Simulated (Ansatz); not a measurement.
# Quasiparticle levels of C (Fd-3m)

Computed with G0W0@PBE, plasmon-pole screening, soft PAW set, first generation in Ansatz.

The input was:

```yaml
crystal:
  lattice:
    - [0.0, 1.7835, 1.7835]
    - [1.7835, 0.0, 1.7835]
    - [1.7835, 1.7835, 0.0]
  atoms:
    - { symbol: C, position: [0, 0, 0] }
    - { symbol: C, position: [0.25, 0.25, 0.25] }
kpoints:
  mp_grid: { grid: [6, 6, 6], shift: [0, 0, 0] }
hamiltonian:
  xc: pbe
  pseudopotentials: { kind: paw }
scf:
  occupations: { method: fixed }
  convergence: { dr2_threshold: "1e-9 eV" }
  lower_state_search: "off"
output:
  forces: false
  stress: false
gw:
  n_empty_bands: 53
  ecut_chi: 113.3
  qp_bands: [v1, c1]
  qp_kpoints: [[0, 0, 0], [0, 0.5, 0.5], [0, 0, 0.5]]
  ecutfock_ratio: 2
```

The input is rewritten from the run's settings (development build, wave cutoff 420 eV).

Levels count from the highest filled Kohn-Sham level listed; ε_QP = ε_KS + Z(Σ − Vxc). VB is the top filled band, CB the lowest empty one. The wave cutoff came out at 420 eV.

| k | band | ε_KS (eV) | Σx − Vxc (eV) | Σc (eV) | Z | ε_QP (eV) |
| --- | --- | --- | --- | --- | --- | --- |
| Γ | VB | 0.00 | -2.38 | 1.87 | 0.83 | -0.43 |
| Γ | CB | 5.59 | 6.19 | -4.78 | 0.83 | 6.76 |
| L | VB | -2.81 | -3.50 | 2.71 | 0.83 | -3.46 |
| L | CB | 8.46 | 7.06 | -5.56 | 0.83 | 9.71 |
| X | VB | -6.31 | -4.72 | 3.59 | 0.82 | -7.23 |
| X | CB | 4.77 | 5.60 | -4.84 | 0.84 | 5.41 |

The gap (from Γ to X) opens from 4.77 eV to 5.84 eV.

Electronic (ion-clamped) dielectric constant on this mesh, from the head of the inverse dielectric matrix: 6.0.

Soft PAW datasets can miss an all-electron G0W0 gap by more than 5 %. Band sums or response are cut, so the gap isn't at its basis limit. The gap is read among the points solved; the crystal's band edges can lie elsewhere.
